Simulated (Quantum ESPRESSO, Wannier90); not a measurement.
KIO₃ (R3m), plane waves to Wannier functions

```
begin unit_cell_cart
ang
    3.1016199078    1.7907210887    2.6214600000
   -3.1016199078    1.7907210887    2.6214600000
    0.0000000000   -3.5814421774    2.6214600000
end unit_cell_cart
begin atoms_frac
K    0.0083300000  0.0083300000  0.0083300000
I   -0.4931500000 -0.4931500000 -0.4931500000
O   -0.4545850000 -0.4545850000  0.0990900000
O    0.0990900000 -0.4545850000 -0.4545850000
O   -0.4545850000  0.0990900000 -0.4545850000
end atoms_frac
```

Structure: Materials Project mp-552729, symmetrised, not relaxed again. COD (Crystallography Open Database) has the formula in 2 space groups, this one among them (matched by group alone). Level: PBEsol, no spin polarisation, no spin-orbit coupling; pw.x of Quantum ESPRESSO at 68 Ry with PseudoDojo potentials, 4×4×4 k-points, Wannier90. Density: 8×8×8 mesh, cold smearing 0.01 Ry. Spin-orbit coupling is left out although heavy elements are present.

Band 2 is isolated and gives one Wannier function a cell (I2 5s 32 %, O4 2s 17 %, O5 2s 17 %; spread 1.98 Å²). Its on-site energy is ε = -20.105 eV relative to the valence-band maximum, and its hoppings t(R) = t(−R) to the nearer images are (images within this range that aren't listed have |t| under 5 meV):

| R (lattice vectors; −R alike) | distance (Å) | t (eV) |
|---|---|---|
| 0 0 1 | 4.44 | -0.049 |
| 0 1 0 | 4.44 | -0.049 |
| 1 0 0 | 4.44 | -0.049 |

### Question
Work out the band energy at Γ, T, H_2, H_0 from these numbers.

### Answer
For one orbital E(k) = ε + Σ_R 2 t(R) cos(2π k·R), the sum over the listed R.
- Γ, k = (0.000, 0.000, 0.000): E = -20.105 + (-0.049)·(6.00) = -20.40 eV; pw.x: -20.39 eV
- T, k = (0.500, 0.500, 0.500): E = -20.105 + (-0.049)·(-6.00) = -19.81 eV; pw.x: -19.80 eV
- H_2, k = (0.522, 0.478, 0.500): E = -20.105 + (-0.049)·(-5.96) = -19.81 eV; pw.x: -19.80 eV
- H_0, k = (0.500, -0.478, 0.478): E = -20.105 + (-0.049)·(-5.96) = -19.81 eV; pw.x: -19.80 eV

At these points the listed shells miss the plane-wave band by up to 0.01 eV, of a width of 0.58 eV on the path. With all its hoppings the model misses the band by 1.2 meV at worst on the whole path; the listed shells hold nearly all of the dispersion.
